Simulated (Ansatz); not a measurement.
SiO2: computed property card

SiO$_{2}$:
```cif
data_O4Si2
_chemical_formula_sum 'Si2 O4'
_space_group_name_H-M_alt 'P 1'
_space_group_IT_number 1
_cell_length_a 3.75579
_cell_length_b 3.75579
_cell_length_c 3.75579
_cell_angle_alpha 90.000
_cell_angle_beta 90.000
_cell_angle_gamma 90.000
loop_
_space_group_symop_operation_xyz
  'x, y, z'
loop_
_atom_site_label
_atom_site_type_symbol
_atom_site_fract_x
_atom_site_fract_y
_atom_site_fract_z
_atom_site_occupancy
Si1 Si 0.50000 0.50000 0.50000 1
Si2 Si 0.00000 0.00000 0.00000 1
O1 O 0.25000 0.25000 0.25000 1
O2 O 0.25000 0.75000 0.75000 1
O3 O 0.75000 0.75000 0.25000 1
O4 O 0.75000 0.25000 0.75000 1
```

Space group Pn-3m (No. 224); conventional cell a = 3.756 Å, b = 3.756 Å, c = 3.756 Å, α = 90.00°, β = 90.00°, γ = 90.00°.

Method: plane-wave PAW LDA (Ansatz code). Structure relaxed to zero pressure with the same functional. Other levels are named where they apply.

**Cell and energy**

Volume per atom: 8.83 Å³
Density: 3.77 g/cm³
Formation energy from the elements (no fitted shifts): -2.66 eV/atom

**Electronic structure**

- Band gap: 5.08 eV (indirect)
- Valence-band maximum: at R
- Conduction-band minimum: at Γ
- Smallest direct gap on the standard path: 5.67 eV
- Electron effective mass: 0.43 mₑ (isotropic)

**Mechanics**

* **Bulk modulus (Birch–Murnaghan fit)**: 3040 kbar
* **Pressure derivative B′**: 4.0
* **Elastic constants (relaxed ions, GPa)**: C11 = 382, C12 = 266, C44 = 234
* **Mechanical stability**: stable (all eigenvalues of C positive)
* **Hill bulk and shear moduli**: 304 and 135 GPa
* **Young's modulus**: 352 GPa
* **Poisson's ratio**: 0.31
* **Debye temperature from the elastic constants**: 963 K

**Dielectric response**

- Electronic dielectric constant ε∞ (DFPT) = 3.33
- Static dielectric constant ε0 (ions relaxed, cell fixed) = 9.96
- Born charges (a third of the trace) = Si +3.87, O -1.93 e

**Phonons**

* **Highest zone-centre frequency (without LO–TO term)**: 1084 cm^-1
* **Zone-centre stability**: no imaginary mode at Γ
* **Dynamical stability on the path**: stable (no imaginary branch)
* **Zero-point energy**: 104.1 meV/atom
* **Vibrational entropy at 300 K**: 11.0 J/(K·mol of atoms)

The workflow started from a Materials Project entry (that database holds measured and hypothetical structures alike); the Crystallography Open Database copy checked does not list it. It is not the phase usual at ambient conditions (space group No. 92, 152, 154). The cell was relaxed with LDA under the symmetry of its start. The references are the lowest solids computed at this level, not always the standard phases (solids in place of the gases).

Potentials: the earlier of the program's two PAW sets. The files were generated under PBE; for other functionals the program regenerates the frozen cores, and for LDA and PBEsol the local potential too.
